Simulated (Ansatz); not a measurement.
Ansatz input

```yaml
crystal:
  lattice:
    - [6.1559491183, 0.0, 0.0]
    - [-3.0779745591, 5.3312083209, 0.0]
    - [0.0, 0.0, 3.7735968095]
  atoms:
    - { symbol: Yb, position: [0.0, 0.0, 0.0] }
    - { symbol: Yb, position: [0.3333333333, 0.6666666667, 0.5] }
    - { symbol: Yb, position: [0.6666666667, 0.3333333333, 0.5] }
hamiltonian:
  xc: r2scan
  pseudopotentials:
    kind: paw
    azcp:
      Yb: "pseudopotentials/Yb.paw.azcp"
basis:
  ecutwfc: 500
  fft_grid_basis: typed
kpoints:
  mp_grid: { grid: [6, 6, 8], shift: [0, 0, 0] }
magnetization:
  spin_polarized: false
scf:
  occupations: { method: fermi_dirac, width: 0.1 }
relax:
  max_steps: 60
  f_tol: 0.01
  cell: {}
```

and its output:

```
Engine: ansatz 0.2.0, x86_64-unknown-linux-gnu
Pseudopotentials: kind: paw
Pseudopotential: Yb, paw, valence charge 24, recommended cutoff 500 eV (meta_gga) 
Functional definition: r2SCAN
  parameter k0 = 0.174
  parameter k1 = 0.065
  parameter a1 = 4.9479
  exchange = r2scan_x(k0 = k0, k1 = k1, a1 = a1)
  correlation = r2scan_c
Crystal: 3 atoms, lattice volume = 123.844 Å³
Basis set: ecut = 500 eV, 3157 PW (Γ), exchange–correlation on 180×180×120 points (64 copies of the dense FFT grid, shifted against one another)
Bands: 44, of which v1, the nominal top of the filled ones, is band 36 counted from 1 (35 counted from 0)
Symmetry: 24 space group operations
Space group: P6/mmm (ITA 191), of the structure as read, at distance tolerance 5.0e-5 Å
k-points: 35 of 288
Non-local potential: Yb, projectors of the file, l = 0: 3, l = 1: 2, l = 2: 2, l = 3: 3
PAW form: soft (Blöchl's): semilocal exchange-correlation on the pseudo side does not see the compensation charge
PAW frozen core: Yb, regenerated for the run's functional (the file was generated under x = pbe(κ = 0.804, μ = 0.2195149727645171), c = pbe(β = 0.06672455060314922))
PAW one-centre angular grid: Yb, 2702 points (default); XC on 160 Gauss nodes
Initial density: superposition of atomic densities (neutral atoms: chi_scale 0, normalization atom), corrected by the library's trained network
Initial wavefunctions: pseudopotential atomic-orbital guess
Functional: x = r2scan, c = r2scan; τ floored in thin density (d = 2e-4 eV/Å³)
SCF iter   1: F=—  HF=-41417.428007 eV  |F-HF|=—  |Δ(HF+E_count)|=         —  Δρ=3.12e-2  dr2=1.04e0  dr2_τ=6.27e-3  ethr=1.77e-3  ⟨swp⟩=6.1  Hψ=5096  notcnv=0
SCF iter   2: F=—  HF=-41421.408914 eV  |F-HF|=—  |Δ(HF+E_count)|=    3.98e0  Δρ=2.69e-1  dr2=7.53e1  dr2_τ=6.22e-2  ethr=1.45e-3  ⟨swp⟩=4.6  Hψ=3698  notcnv=0  defer=26  recentre
SCF iter   3: F=—  HF=-41417.324988 eV  |F-HF|=—  |Δ(HF+E_count)|=    4.08e0  Δρ=2.42e-2  dr2=6.35e-1  dr2_τ=4.66e-3  ethr=1.45e-3  ⟨swp⟩=3.0  Hψ=3498  notcnv=0
SCF iter   4: F=—  HF=-41417.256087 eV  |F-HF|=—  |Δ(HF+E_count)|=   6.89e-2  Δρ=7.75e-3  dr2=6.84e-2  dr2_τ=5.05e-4  ethr=8.82e-4  ⟨swp⟩=2.0  Hψ=2017  notcnv=0
SCF iter   5: F=—  HF=-41417.265662 eV  |F-HF|=—  |Δ(HF+E_count)|=   9.57e-3  Δρ=8.82e-3  dr2=9.59e-2  dr2_τ=3.54e-4  ethr=9.50e-5  ⟨swp⟩=2.1  Hψ=2134  notcnv=0
SCF iter   6: F=—  HF=-41417.266250 eV  |F-HF|=—  |Δ(HF+E_count)|=   5.89e-4  Δρ=5.25e-3  dr2=3.52e-2  dr2_τ=1.72e-4  ethr=9.50e-5  ⟨swp⟩=1.0  Hψ=1540  notcnv=0
SCF iter   7: F=—  HF=-41417.268749 eV  |F-HF|=—  |Δ(HF+E_count)|=   2.50e-3  Δρ=4.65e-3  dr2=2.54e-2  dr2_τ=8.49e-5  ethr=4.89e-5  ⟨swp⟩=1.0  Hψ=1540  notcnv=0
...
SCF iter   9: F=—  HF=-41417.440092 eV  |F-HF|=—  |Δ(HF+E_count)|=   1.05e-9  Δρ=9.51e-7  dr2=9.61e-10  dr2_τ=1.79e-11  ethr=1.03e-12  ⟨swp⟩=2.0  Hψ=2713  notcnv=0
SCF iter  10: F=—  HF=-41417.440092 eV  |F-HF|=—  |Δ(HF+E_count)|=  1.31e-10  Δρ=5.43e-7  dr2=3.34e-10  dr2_τ=2.73e-12  ethr=1.03e-12  ⟨swp⟩=1.0  Hψ=1540  notcnv=0
SCF iter  11: F=—  HF=-41417.440092 eV  |F-HF|=—  |Δ(HF+E_count)|=    0.00e0  Δρ=3.27e-7  dr2=1.30e-10  dr2_τ=2.69e-13  ethr=1.00e-12  ⟨swp⟩=1.0  Hψ=1540  notcnv=0
SCF iter  12: F=—  HF=-41417.440092 eV  |F-HF|=—  |Δ(HF+E_count)|=  1.46e-11  Δρ=3.61e-7  dr2=1.46e-10  dr2_τ=2.38e-13  ethr=1.00e-12  ⟨swp⟩=1.0  Hψ=1540  notcnv=0
SCF iter  13: F=-41417.440092 eV  HF=-41417.440092 eV  |F-HF|=0.00e0  |Δ(HF+E_count)|=  1.46e-11  Δρ=5.39e-8  dr2=3.62e-12  dr2_τ=1.10e-13  ethr=1.00e-12  ⟨swp⟩=4.1  Hψ=7140  notcnv=0
SCF 5 converged in 13 iterations: F = -41417.440092 eV  dr2 = 3.62e-12
relax step   5: F+E_penalty+E_count = -41417.44009209 eV  Δ(F+E_penalty+E_count) = +9.378e-4 eV  max|allowed force component| = 2.043e-17 eV/Å  Δτ_max = 0.0000 Å  P = +0.003 GPa  Ω = 103.687 Å³  stress off target by 3.73e-3 GPa  SCF on the basis re-selected at this cell (its energy is not comparable with the rows above)  (13 SCF iters)
basis re-selected at this cell: Δ(F+E_penalty+E_count) = +9.378e-4 eV, ΔP = -0.014 GPa vs the last step (what re-selecting the basis moved, of the pressure what is left beyond the Pulay correction that the steps carried, after the strain that the cell walked since its last selection, with what the two solves' SCF thresholds leave and, on support functions, any second-order correction that the steps lacked; it is no measure of the basis error at this ecutwfc). The dense FFT grid was sized anew with the basis: this SCF ran on 45×45×27 points, the steps before it on 45×45×30, so part of this shift can come from that change (see relax.cell in the input reference). This SCF's stress stands 3.73e-3 GPa from its target on what of the cell is left free (relax.cell.stress_tol is 5.00e-2 GPa) and its largest allowed force component is 2.04e-17 eV/Å (relax.f_tol is 1.00e-2 eV/Å): within both
SCF converged after 13 iterations
Free energy (F): -41417.440092 eV
Harris-Foulkes:  -41417.440092 eV  (|F-HF|=0.00e0)
Internal energy: -41417.169200 eV  (E = F + TS)
E sigma→0 (E₀):  -41417.304646 eV
Entropy (-TS):   -0.270892 eV (-90.297 meV/atom)
Fermi energy:    11.061643 eV
--- Per-component energies (eV) ---
  E_band       = -7.126768
  E_kinetic    = 1066.569138
  E_local      = -18640.128924  (includes V_loc(G=0)·N_el)
  E_nonlocal   = 1628.185150
  E_hartree    = 8107.453245
  E_xc         = -481.234984
  E_vxc        = -686.278426  (∫ρ·V_xc dr)
  E_paw        = -22085.869565  (= ΣΔE_a)
  E_vpaw       = 367.033488  (= ΣTr[D̂ρ^β])
  E_aug_tail   = 0.000005  (compensation charges beyond the density's cutoff)
  E_vtau       = 42.586459  (kinetic-family band-sum trace: ∫τ·v_τ [+ j·A + Jᵃ·Aᵃ] dr)
  E_ewald      = -11014.690884
  E_core_change = 2.547619  (= ΣΔE_core)
  E_smearing   = -0.270892  (= −TS)
  E_closure    = -0.000000  (closes the sum)
  Σ components = -41417.440092   (vs F -41417.440092, Δ=0.00e0)
--- Forces (eV/Å), atoms counted from 1 ---
  atom   1  Yb     0.00000000     0.00000000     0.00000000
  atom   2  Yb     0.00000000    -0.00000000     0.00000000
  atom   3  Yb    -0.00000000     0.00000000     0.00000000
  max |Σ_I F_I| component: 4.63e-18 eV/Å
--- Stress (GPa, compression-positive) ---
        0.003242      -0.000000      -0.000000
       -0.000000       0.003242       0.000000
       -0.000000       0.000000       0.003734
  P = ⅓ Tr σ = 0.0034 GPa (0.034 kbar)
--- Relaxed structure (4 steps of the walk, 4 accepted, 1 SCFs on fresh bases) ---
  F+E_penalty+E_count = -41417.44009209 eV   max|allowed force component| = 2.043e-17 eV/Å   (the final SCF, on the basis selected at the relaxed cell)
  cell:  # Å, volume = 103.6866 Å³
    - [5.873645577895274, -2.7543585189826633e-11, 0.0]
    - [-2.9368227889237835, 5.086726283297209, 0.0]
    - [0.0, 0.0, 3.4703754153564805]
  atoms:
    - { symbol: Yb, position: [5.132578663073105e-36, -4.0139533697143556e-35, 0.0] }
    - { symbol: Yb, position: [0.3333333333333333, 0.6666666666666667, 0.49999999999999994] }
    - { symbol: Yb, position: [0.6666666666666666, 0.3333333333333333, 0.49999999999999994] }
```

Launched by

```sh
ansatz run input.yaml --threads 1 --pin off --max-ram 3584MiB --backend cpu --events-out ev --progress --plain --runs-dir out
```

On 1 thread of Intel(R) Xeon(R) Platinum 8259CL CPU @ 2.50GHz (Skylake/Cascade Lake) (shared host) this took about 200 s of wall time and 200 s of CPU time.
